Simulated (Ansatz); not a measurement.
RbCl:
Space group Pm-3m (No. 221); a = b = c = 3.887 Å, α = β = γ = 90.00°

```json
[
 {"atom": "Rb", "site": "1a", "symmetry": "m-3m", "x": "0.0000", "y": "0.0000", "z": "0.0000"},
 {"atom": "Cl", "site": "1b", "symmetry": "m-3m", "x": "0.5000", "y": "0.5000", "z": "0.5000"}
]
```

Relaxed with PBEsol. The program Ansatz at the PBEsol level (PAW) gives a gap of 4.94 eV.

Problem. What gap does HSE06 give on the same cell (Ansatz, PAW)?

Solution. 6.50 eV, 1.56 eV more. The hybrid was solved on a coarser mesh and at special points; its gap is the smallest among all of these.

```tsv
k	v1 PBEsol	c1 PBEsol	v1 HSE06	c1 HSE06
Γ	-0.09	4.94	-0.09	6.50
R	-1.33	9.66	…	…
M	0.00	6.09	…	…
X	-0.22	7.50	…	…
```

Problem. Top valence (v1) and lowest conduction level (c1) in eV from each method's valence maximum (which need not be a listed point): supply the withheld HSE06 values.

Solution. 
- R, v1 HSE06: -1.38
- R, c1 HSE06: 11.28
- X, v1 HSE06: -0.22
- X, c1 HSE06: 9.05
- M, v1 HSE06: 0.00
- M, c1 HSE06: 7.60

Cost on shared cores: the PBEsol run (SCF on a 7×7×7 mesh, then bands and DOS) around 11 core-seconds (rough), the HSE06 run (SCF on 5×5×5, then a few points) very roughly 60 core-seconds; the tasks are unlike.

The workflow started from a Materials Project entry (that database holds measured and hypothetical structures alike); the Crystallography Open Database files this formula in space group No. 221, but the cells were not matched. It is not the phase usual at ambient conditions (space group No. 225). The cell was relaxed with PBEsol under the symmetry of its start; whether a distortion lowers the energy is not shown. Spin–orbit coupling is left out wherever it is not named.

Potentials: the later of the program's two PAW sets.
